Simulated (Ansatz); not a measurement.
NbHO₃:
```
CELL_PARAMETERS angstrom
      3.81653     0.00000     0.00000
      0.00000     4.10136     0.00000
      0.00000     0.00000     4.06639
ATOMIC_POSITIONS crystal
  Nb 0.50000 0.50000 0.43537
  O  0.50000 0.00000 0.53978
  O  0.00000 0.50000 0.50407
  O  0.50000 0.50000 0.99880
  H  0.50000 0.00000 0.77853
```

Relaxed with r²SCAN.

**Question.** Which orbitals make up the states near the band edges in r²SCAN in the plane-wave PAW code Ansatz?

**Answer.** Top 1 eV of the valence band: O 2p 97 %. Bottom 1 eV of the conduction band: Nb 4d 86 %, O 2p 11 %. Projections are on Löwdin-orthogonalised atomic valence shells; empty p or d shells of many metals are not among them.

**Question.** Tabulate the density of states.

**Answer.** States/eV per cell of 5 atoms, in 0.25 eV bins, energy from the valence-band maximum.

```csv
E (eV),total,O 2p,Nb 4d,O 2s
-7.41,0.00,0.00,0.00,0.00
-7.16,2.15,1.42,0.30,0.10
-6.91,2.76,1.89,0.29,0.16
-6.66,2.58,1.82,0.22,0.14
-6.41,0.51,0.37,0.03,0.04
-6.16,0.00,0.00,0.00,0.00
-5.91,0.00,0.00,0.00,0.00
-5.66,0.56,0.36,0.18,0.00
-5.41,2.71,1.85,0.69,0.03
-5.16,2.15,1.49,0.52,0.03
-4.91,1.97,1.42,0.40,0.04
-4.66,2.41,1.78,0.44,0.04
-4.41,3.79,2.80,0.80,0.05
-4.16,3.57,2.65,0.76,0.04
-3.91,2.89,2.12,0.64,0.03
-3.66,2.43,1.76,0.57,0.03
-3.41,2.67,1.97,0.61,0.03
-3.16,2.79,2.12,0.57,0.03
-2.91,3.17,2.45,0.60,0.03
-2.66,5.77,4.59,1.01,0.03
-2.41,4.62,3.93,0.55,0.02
-2.16,3.00,2.62,0.26,0.02
-1.91,2.18,1.94,0.15,0.02
-1.66,1.67,1.50,0.11,0.01
-1.41,3.40,3.15,0.15,0.02
-1.16,5.02,4.75,0.14,0.03
-0.91,3.59,3.44,0.07,0.01
-0.66,1.84,1.78,0.04,0.00
-0.41,0.96,0.94,0.01,0.00
-0.16,0.81,0.80,0.00,0.00
0.09,0.04,0.04,0.00,0.00
0.34,0.00,0.00,0.00,0.00
0.59,0.00,0.00,0.00,0.00
0.84,0.00,0.00,0.00,0.00
1.09,0.00,0.00,0.00,0.00
1.34,0.00,0.00,0.00,0.00
1.59,0.00,0.00,0.00,0.00
1.84,0.00,0.00,0.00,0.00
2.09,0.01,0.00,0.01,0.00
2.34,0.26,0.01,0.24,0.00
2.59,0.35,0.03,0.32,0.00
2.84,0.44,0.05,0.38,0.00
3.09,1.20,0.18,0.98,0.01
3.34,1.90,0.32,1.49,0.02
3.59,2.02,0.39,1.52,0.02
3.84,2.02,0.43,1.47,0.02
4.09,2.36,0.54,1.66,0.03
4.34,2.49,0.61,1.68,0.03
4.59,2.55,0.66,1.65,0.03
4.84,2.46,0.67,1.52,0.05
5.09,3.05,0.87,1.80,0.07
5.34,2.20,0.61,1.19,0.08
5.59,1.26,0.30,0.61,0.08
5.84,1.13,0.25,0.52,0.09
6.09,0.81,0.12,0.37,0.10
6.34,1.15,0.18,0.59,0.14
6.59,1.19,0.19,0.59,0.14
6.84,1.23,0.20,0.56,0.14
```

Space group Pmm2. The start of the workflow was typed in or built on a structure type; neither database checked (COD, Materials Project) lists it. Its standing as an ambient phase is unchecked. Symmetry was held in the r²SCAN relaxation; its stability against distortions is not shown here. The workflow began spin-polarised and lost its moments. The cell computed holds one magnetic atom, so no antiferromagnetic order was within reach. Scalar-relativistic: spin–orbit coupling is off unless named, which matters more the heavier the elements.

Potentials: the earlier of the program's two PAW sets.
